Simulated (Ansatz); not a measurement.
YHg:
```cif
data_HgY
_chemical_formula_sum 'Hg1 Y1'
_space_group_name_H-M_alt 'Pm-3m'
_space_group_IT_number 221
_space_group_name_Hall '-P 4 2 3'
_cell_length_a 3.70474
_cell_length_b 3.70474
_cell_length_c 3.70474
_cell_angle_alpha 90.000
_cell_angle_beta 90.000
_cell_angle_gamma 90.000
loop_
_atom_site_label
_atom_site_type_symbol
_atom_site_symmetry_multiplicity
_atom_site_Wyckoff_symbol
_atom_site_fract_x
_atom_site_fract_y
_atom_site_fract_z
_atom_site_occupancy
Hg1 Hg 1 a 0.00000 0.00000 0.00000 1
Y1 Y 1 b 0.50000 0.50000 0.50000 1
```

Relaxed with r²SCAN.

Question: Tabulate the valence density and the electron localisation function along the shortest Hg–Y contact (3.21 Å), the program Ansatz at the r²SCAN level (PAW).

Answer: 

```csv
distance from Hg (Å),density (e/Å³),ELF
0.32,12.55,0.62
0.48,8.54,0.53
0.64,4.94,0.48
0.80,2.33,0.43
0.96,0.95,0.36
1.12,0.49,0.33
1.28,0.29,0.35
1.44,0.21,0.35
1.60,0.16,0.26
1.76,0.15,0.13
1.93,0.18,0.10
2.09,0.31,0.24
2.25,0.65,0.60
2.41,1.34,0.81
2.57,2.38,0.86
2.73,3.37,0.83
2.89,3.69,0.69
```

The density is the valence pseudo-density with augmentation charge, so density and ELF within about 1 Å of a nucleus are not all-electron values.

The workflow started from an entry of the Crystallography Open Database (COD). Its standing as an ambient phase is unchecked. The r²SCAN relaxation kept the symmetry of its start; whether a distortion lowers the energy is not shown. The run is not spin-polarised. Spin–orbit coupling is left out wherever it is not named.

Potentials: the later of the program's two PAW sets.
